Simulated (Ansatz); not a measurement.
Y$_{2}$N (anti-CdI2 type, P-3m1), the program Ansatz at the PBE level (PAW), all energies at zero smearing, with the estimated change up to a 700 eV cutoff added, with one set of potentials and settings (totals compare only within such a set). Cell of 3 atoms (1 N, 2 Y): -8084.498 eV.

```tsv
element	reference phase	E (eV/atom)
N	Pa-3, 8 atoms in the cell	-384.0325
Y	P6_3/mmc, 2 atoms in the cell	-3848.6668
```

Formation energy per atom, worked out: (-8084.498 − 1×(-384.0325) − 2×(-3848.6668))/3 = -1.044 eV/atom (-101 kJ per mol of atoms), at 0 K, without zero-point energy or fitted corrections.

A made-up cell: these elements were put on the sites of a structure type; neither database checked (COD, Materials Project) lists it. Its standing as an ambient phase is unchecked. Symmetry was held in the PBE relaxation; whether a distortion lowers the energy is not shown. No spin polarisation was allowed. The references are the lowest solids computed at this level, not always the standard phases (solids in place of the gases).

Potentials: the later of the program's two PAW sets.
